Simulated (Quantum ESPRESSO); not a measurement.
AuW4Mg2In, one run as intended and one with a planted mistake

A calculation, not a measurement. The program is pw.x of Quantum ESPRESSO 7.5 (plane-wave density functional theory). The cell is made up: eight metal atoms on a face-centred cubic lattice, with elements, volume, strain and displacements drawn at random and not relaxed, so it may be unstable or far from any real phase. PseudoDojo standard norm-conserving files set the functional (PBE unless stated); there is no spin polarisation or spin-orbit coupling, the Fermi-Dirac width of 0.25 eV means electrons at about 2900 K, and the masses in the input are unused placeholders. Heavy elements are run without spin-orbit coupling, which real alloys of them have. A spin test at this wide smearing found no moment, but such smearing suppresses magnetism that the real alloy may have.

Intended input:

```
&control calculation='scf', pseudo_dir='./dojo.nc.sr.pbe.v0_5.standard.upf', outdir='./o', disk_io='minimal', tprnfor=.true., tstress=.true. /
&system ibrav=0, nat=8, ntyp=4, nbnd=68, ecutwfc=84.00895049, nosym=.true., tot_charge=0,
 occupations='smearing', smearing='fd', degauss=0.0183746611
/
&electrons conv_thr=1.470e-08, electron_maxstep=70, mixing_beta=0.5 /
ATOMIC_SPECIES
Au 1.0 Au.upf
In 1.0 In.upf
Mg 1.0 Mg.upf
W 1.0 W.upf
CELL_PARAMETERS angstrom
0.0229 -0.0485 -4.218
4.2529 0.0087 -0.0229
-0.0174 -8.6549 -0.097
ATOMIC_POSITIONS angstrom
Au 0.0655 -0.0415 -0.0216
W 0.0293 -4.2793 -0.0671
W 2.1176 -2.1439 0.0067
W 2.126 -6.454 -0.073
Mg -0.0551 -2.1216 -2.109
W -0.0923 -6.4865 -2.1661
In 2.1698 -0.0692 -2.095
Mg 2.1216 -4.3073 -2.1999
K_POINTS automatic
6 6 3 1 1 1
```

The log is shortened where brackets say so; the opening notice, blank lines, dates and the lines on written files are dropped, and the path of the files is cut. It prints rydbergs, bohrs and kilobars, and counts compression as positive stress. Its total energy is the free energy E - TS of the whole cell.

Log of the intended run:

```
     Program PWSCF v.7.5
     Parallel version (MPI & OpenMP), running on       4 processor cores
     Number of MPI processes:                 4
     Threads/MPI process:                     1
     [start-up lines left out]
     bravais-lattice index     =            0
     lattice parameter (alat)  =       7.9715  a.u.
     unit-cell volume          =    1047.5622 (a.u.)^3
     number of atoms/cell      =            8
     number of atomic types    =            4
     number of electrons       =       108.00
     number of Kohn-Sham states=           68
     kinetic-energy cutoff     =      84.0090  Ry
     charge density cutoff     =     336.0358  Ry
     scf convergence threshold =      1.5E-08
     mixing beta               =       0.5000
     number of iterations used =            8  plain     mixing
     Exchange-correlation= PBE
                           (   1   4   3   4   0   0   0)
     [axes and pseudopotential details left out]
   Cartesian axes
     site n.     atom                  positions (alat units)
         1        Au     tau(   1) = (   0.0155274  -0.0098380  -0.0051205  )
         2        W      tau(   2) = (   0.0069459  -1.0144509  -0.0159067  )
         3        W      tau(   3) = (   0.5019983  -0.5082330   0.0015883  )
         4        W      tau(   4) = (   0.5039896  -1.5299854  -0.0173054  )
         5        Mg     tau(   5) = (  -0.0130620  -0.5029465  -0.4999596  )
         6        W      tau(   6) = (  -0.0218806  -1.5376898  -0.5134957  )
         7        In     tau(   7) = (   0.5143728  -0.0164046  -0.4966407  )
         8        Mg     tau(   8) = (   0.5029465  -1.0210886  -0.5215083  )
     number of k points=    54  Fermi-Dirac smearing, width (Ry)=  0.0184
                       cart. coord. in units 2pi/alat
        k(    1) = (   0.0823794  -0.0804792  -0.0819674), wk =   0.0370370
        k(    2) = (   0.0816945   0.2444930  -0.0857078), wk =   0.0370370
     [further k points left out]
     Dense  grid:   109031 G-vectors     FFT dimensions: (  48,  48,  96)
     Estimated max dynamical RAM per process >     393.07 MB
     Estimated total dynamical RAM >       1.46 GB
     Initial potential from superposition of free atoms
     starting charge     107.9923, renormalised to     108.0000
     Starting wfcs are   69 randomized atomic wfcs
     total cpu time spent up to now is        5.9 secs
     per-process dynamical memory:   311.5 Mb
     Self-consistent Calculation
     iteration #  1     ecut=    84.01 Ry     beta= 0.50
     Davidson diagonalization with overlap
     ethr =  1.00E-02,  avg # of iterations =  4.3
     total cpu time spent up to now is       21.2 secs
     total energy              =   -1272.67983885 Ry
     estimated scf accuracy    <       1.22687252 Ry
     iteration #  2     ecut=    84.01 Ry     beta= 0.50
     Davidson diagonalization with overlap
     ethr =  1.14E-03,  avg # of iterations =  4.0
     total cpu time spent up to now is       37.3 secs
     total energy              =   -1272.05497029 Ry
     estimated scf accuracy    <      14.39506458 Ry
     [iterations 3 to 15 left out]
     iteration # 16     ecut=    84.01 Ry     beta= 0.50
     Davidson diagonalization with overlap
     ethr =  2.71E-10,  avg # of iterations =  1.7
     total cpu time spent up to now is      219.8 secs
     total energy              =   -1273.36432099 Ry
     estimated scf accuracy    <       0.00000014 Ry
     iteration # 17     ecut=    84.01 Ry     beta= 0.50
     Davidson diagonalization with overlap
     ethr =  1.34E-10,  avg # of iterations =  1.0
     total cpu time spent up to now is      230.3 secs
     End of self-consistent calculation
     [lines on levels left out]
!    total energy              =   -1273.36432100 Ry
     estimated scf accuracy    <          3.5E-09 Ry
     smearing contrib. (-TS)   =      -0.10657365 Ry
     internal energy E=F+TS    =   -1273.25774735 Ry
     The total energy is F=E-TS. E is the sum of the following terms:
     one-electron contribution =    -435.33457150 Ry
     hartree contribution      =     255.77915442 Ry
     xc contribution           =    -255.65505585 Ry
     ewald contribution        =    -838.04727442 Ry
     convergence has been achieved in  17 iterations
     Forces acting on atoms (cartesian axes, Ry/au):
     atom    1 type  1   force =    -0.00140584    0.02008542    0.00525500
     atom    2 type  4   force =    -0.00861794   -0.02787254    0.01278834
     atom    3 type  4   force =    -0.00776183   -0.07015466   -0.01511632
     atom    4 type  4   force =     0.01221677    0.01494001   -0.00059838
     atom    5 type  3   force =     0.01519325   -0.01400790   -0.00213772
     atom    6 type  4   force =    -0.00001127    0.05454748   -0.00255578
     atom    7 type  2   force =    -0.01033580    0.02923050   -0.00496173
     atom    8 type  3   force =     0.00072266   -0.00676831    0.00732659
     Total force =     0.107380     Total SCF correction =     0.000125
     Computing stress (Cartesian axis) and pressure
          total   stress  (Ry/bohr**3)                   (kbar)     P=     -144.36
  -0.00108256  -0.00005054   0.00004362         -159.25       -7.44        6.42
  -0.00005054  -0.00099868  -0.00010237           -7.44     -146.91      -15.06
   0.00004362  -0.00010237  -0.00086279            6.42      -15.06     -126.92
     init_run     :      5.46s CPU      5.68s WALL (       1 calls)
     electrons    :    219.32s CPU    224.48s WALL (       1 calls)
     forces       :      2.25s CPU      2.27s WALL (       1 calls)
     stress       :      7.61s CPU      7.81s WALL (       1 calls)
     [timing details left out]
     PWSCF        :   3m54.81s CPU   4m 0.49s WALL
     JOB DONE.
```

A second run has one planted mistake: two atoms have their elements exchanged. The input lines that differ:

```
- Mg -0.0551 -2.1216 -2.109
- W -0.0923 -6.4865 -2.1661
+ W -0.0551 -2.1216 -2.109
+ Mg -0.0923 -6.4865 -2.1661
```

Its log:

```
     Program PWSCF v.7.5
     Parallel version (MPI & OpenMP), running on       4 processor cores
     Number of MPI processes:                 4
     Threads/MPI process:                     1
     [start-up lines left out]
     bravais-lattice index     =            0
     lattice parameter (alat)  =       7.9715  a.u.
     unit-cell volume          =    1047.5622 (a.u.)^3
     number of atoms/cell      =            8
     number of atomic types    =            4
     number of electrons       =       108.00
     number of Kohn-Sham states=           68
     kinetic-energy cutoff     =      84.0090  Ry
     charge density cutoff     =     336.0358  Ry
     scf convergence threshold =      1.5E-08
     mixing beta               =       0.5000
     number of iterations used =            8  plain     mixing
     Exchange-correlation= PBE
                           (   1   4   3   4   0   0   0)
     [axes and pseudopotential details left out]
   Cartesian axes
     site n.     atom                  positions (alat units)
         1        Au     tau(   1) = (   0.0155274  -0.0098380  -0.0051205  )
         2        W      tau(   2) = (   0.0069459  -1.0144509  -0.0159067  )
         3        W      tau(   3) = (   0.5019983  -0.5082330   0.0015883  )
         4        W      tau(   4) = (   0.5039896  -1.5299854  -0.0173054  )
         5        W      tau(   5) = (  -0.0130620  -0.5029465  -0.4999596  )
         6        Mg     tau(   6) = (  -0.0218806  -1.5376898  -0.5134957  )
         7        In     tau(   7) = (   0.5143728  -0.0164046  -0.4966407  )
         8        Mg     tau(   8) = (   0.5029465  -1.0210886  -0.5215083  )
     number of k points=    54  Fermi-Dirac smearing, width (Ry)=  0.0184
                       cart. coord. in units 2pi/alat
        k(    1) = (   0.0823794  -0.0804792  -0.0819674), wk =   0.0370370
        k(    2) = (   0.0816945   0.2444930  -0.0857078), wk =   0.0370370
     [further k points left out]
     Dense  grid:   109031 G-vectors     FFT dimensions: (  48,  48,  96)
     Estimated max dynamical RAM per process >     393.07 MB
     Estimated total dynamical RAM >       1.46 GB
     Initial potential from superposition of free atoms
     starting charge     107.9923, renormalised to     108.0000
     Starting wfcs are   69 randomized atomic wfcs
     total cpu time spent up to now is        5.6 secs
     per-process dynamical memory:   311.5 Mb
     Self-consistent Calculation
     iteration #  1     ecut=    84.01 Ry     beta= 0.50
     Davidson diagonalization with overlap
     ethr =  1.00E-02,  avg # of iterations =  4.6
     total cpu time spent up to now is       20.0 secs
     total energy              =   -1272.64769005 Ry
     estimated scf accuracy    <       1.27415256 Ry
     iteration #  2     ecut=    84.01 Ry     beta= 0.50
     Davidson diagonalization with overlap
     ethr =  1.18E-03,  avg # of iterations =  4.9
     total cpu time spent up to now is       35.4 secs
     total energy              =   -1272.06580308 Ry
     estimated scf accuracy    <      14.28113293 Ry
     [iterations 3 to 15 left out]
     iteration # 16     ecut=    84.01 Ry     beta= 0.50
     Davidson diagonalization with overlap
     ethr =  3.46E-11,  avg # of iterations =  3.1
     total cpu time spent up to now is      217.0 secs
     total energy              =   -1273.36361833 Ry
     estimated scf accuracy    <       0.00000006 Ry
     iteration # 17     ecut=    84.01 Ry     beta= 0.50
     Davidson diagonalization with overlap
     ethr =  3.46E-11,  avg # of iterations =  1.4
     total cpu time spent up to now is      228.1 secs
     End of self-consistent calculation
     [lines on levels left out]
!    total energy              =   -1273.36361834 Ry
     estimated scf accuracy    <          2.0E-09 Ry
     smearing contrib. (-TS)   =      -0.10704261 Ry
     internal energy E=F+TS    =   -1273.25657572 Ry
     The total energy is F=E-TS. E is the sum of the following terms:
     one-electron contribution =    -443.20329770 Ry
     hartree contribution      =     259.70820390 Ry
     xc contribution           =    -255.68305925 Ry
     ewald contribution        =    -834.07842268 Ry
     convergence has been achieved in  17 iterations
     Forces acting on atoms (cartesian axes, Ry/au):
     atom    1 type  1   force =    -0.00238325    0.00677969    0.00379135
     atom    2 type  4   force =    -0.00682037    0.02083835   -0.00196712
     atom    3 type  4   force =     0.00904762   -0.02550112   -0.00301605
     atom    4 type  4   force =    -0.01568882    0.05900762   -0.00206878
     atom    5 type  4   force =     0.00623145   -0.08414341    0.00085356
     atom    6 type  3   force =     0.02076385   -0.00199838   -0.00070288
     atom    7 type  2   force =    -0.01191694    0.02390338   -0.00557551
     atom    8 type  3   force =     0.00076647    0.00111387    0.00868541
     Total force =     0.115764     Total SCF correction =     0.000115
     Computing stress (Cartesian axis) and pressure
          total   stress  (Ry/bohr**3)                   (kbar)     P=     -137.81
  -0.00104362  -0.00002505   0.00003774         -153.52       -3.68        5.55
  -0.00002505  -0.00097081  -0.00006687           -3.68     -142.81       -9.84
   0.00003774  -0.00006687  -0.00079610            5.55       -9.84     -117.11
     init_run     :      5.26s CPU      5.45s WALL (       1 calls)
     electrons    :    217.62s CPU    222.53s WALL (       1 calls)
     forces       :      2.27s CPU      2.30s WALL (       1 calls)
     stress       :      7.66s CPU      7.85s WALL (       1 calls)
     [timing details left out]
     PWSCF        :   3m52.95s CPU   3m58.33s WALL
     JOB DONE.
```

|  | intended run | run with the mistake |
| --- | --- | --- |
| free energy (eV) | -17325.004 | -17324.995 |
| entropy term -TS, part of it (eV) | -1.450 | -1.456 |
| pressure (GPa) | -14.44 | -13.78 |
| size of the largest force component (eV/Å) | 1.804 | 2.163 |
| largest change of a force component (eV/Å) |  | 1.803 |
| iterations | 17 | 17 |

For scale, a rerun of the intended cell at a higher cutoff and on a denser mesh moved values by no more than 0.004 eV in energy, 0.02 GPa in stress and 0.004 eV/Å in force, and a second program with other atomic files agreed on that cell to 2 % rms in force and 0.5 GPa in pressure.